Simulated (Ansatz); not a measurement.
**Ge (Fd-3m), comparing deformations**

Theory: DFT PBEsol, scalar-relativistic, plane waves, PAW in Ansatz 0.2.0. Cutoff 420 eV, Γ-centred 14×14×14 k-points, Gaussian smearing of 0.15 eV. No spin polarisation. Energies are free energies at this smearing, counted from the undisturbed cell; pressure is positive in compression.

Reference structure (as given, not relaxed at this level; it stands at 0.7 GPa):

```xyz
2
Lattice="0.0000 2.8288 2.8288 2.8288 0.0000 2.8288 2.8288 2.8288 0.0000" Properties=species:S:1:pos:R:3 pbc="T T T"
Ge    2.8288    2.8288    2.8288
Ge    4.2432    4.2432    4.2432
```

The cell is strained by ε times a Voigt pattern (xx, yy, zz, yz, xz, xy; engineering shear) with fractional coordinates fixed. τ = (1/V0) dE/dε comes from the stress tensor. Of each scan, only the three points used here are listed.

| pattern | ε | τ (GPa) |
| --- | --- | --- |
| (1, -1, 0, 0, 0, 0) | -0.0125 | -1.79 |
| (1, -1, 0, 0, 0, 0) | 0.0000 | 0.00 |
| (1, -1, 0, 0, 0, 0) | 0.0125 | 1.79 |
| (1, 1, 0, 0, 0, 0) | -0.0250 | -10.41 |
| (1, 1, 0, 0, 0, 0) | 0.0000 | -1.35 |
| (1, 1, 0, 0, 0, 0) | 0.0250 | 6.03 |
| (0, 0, 1, 0, 0, 0) | -0.0250 | -3.72 |
| (0, 0, 1, 0, 0, 0) | 0.0000 | -0.67 |
| (0, 0, 1, 0, 0, 0) | 0.0250 | 2.14 |
| (0, 0, 0, 0, 0, 1) | -0.0025 | -0.21 |
| (0, 0, 0, 0, 0, 1) | 0.0000 | 0.00 |
| (0, 0, 0, 0, 0, 1) | 0.0025 | 0.21 |

Problem. Which constants do the scans give, and which deformation costs least for the same size of strain tensor?

Solution. The slope dτ/dε at zero (parabola through three points) is pᵀCp: (1, -1, 0, 0, 0, 0) gives 2(C11 − C12) = 143 GPa; (1, 1, 0, 0, 0, 0) gives 2(C11 + C12) = 329 GPa; (0, 0, 1, 0, 0, 0) gives C11 = 117 GPa; (0, 0, 0, 0, 0, 1) gives C44 = 83 GPa. The size of the strain tensor, ε:ε, is ε² times 2.0, 2.0, 1.0, 0.5. Per unit of it the stiffnesses are 72, 164, 117, 167 GPa, so (1, -1, 0, 0, 0, 0) is the softest of these: at ε:ε = (1 %)² the quadratic term costs 0.51 meV/atom against 1.18 for the stiffest. These are clamped-ion values.

Problem. What else follows for this cubic crystal?

Solution. From the unrounded slopes C11 = 117.2 and C12 = 47.2 GPa, so B = (C11 + 2 C12)/3 = 71 GPa and the Poisson ratio for a pull along a cube edge is C12/(C11 + C12) = 0.29. Symmetry also asks 2(C11 − C12) = 140 GPa, against 143 from its own scan.

Problem. How anisotropic is this cubic crystal?

Solution. Zener's ratio 2 C44/(C11 − C12) = 2.33 with clamped ions; it is 1 for an isotropic solid.

Forces appear on the atoms along this scan, and letting them relax would lower the energy and soften the response. In a metal these slopes depend on the k mesh and the smearing.